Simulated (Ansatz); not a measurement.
Ga$_{2}$Pt (fluorite or antifluorite type, Fm-3m), plane-wave PAW r²SCAN (Ansatz code), all energies at zero smearing, with the estimated change up to a 700 eV cutoff added, with one set of potentials and settings (totals compare only within such a set). Cell of 3 atoms (2 Ga, 1 Pt): -20119.218 eV.

```tsv
element	reference phase	E (eV/atom)
Ga	Cmce, 4 atoms in the cell	-3790.2689
Pt	Fm-3m, 1 atoms in the cell	-12536.7848
```

Formation energy per atom, worked out: (-20119.218 − 2×(-3790.2689) − 1×(-12536.7848))/3 = -0.632 eV/atom (-61 kJ per mol of atoms), at 0 K, without zero-point energy or fitted corrections.

The workflow started from a Materials Project entry (that database holds measured and hypothetical structures alike); the Crystallography Open Database files this formula in space group No. 225, but the cells were not matched. Whether it is the stable phase at ambient conditions was not checked. Symmetry was held in the r²SCAN relaxation; its stability against distortions is not shown here. The run is not spin-polarised. The references are the lowest solids computed at this level, not always the standard phases. Scalar-relativistic: spin–orbit coupling is off unless named, which matters more the heavier the elements.

Potentials: the later of the program's two PAW sets.
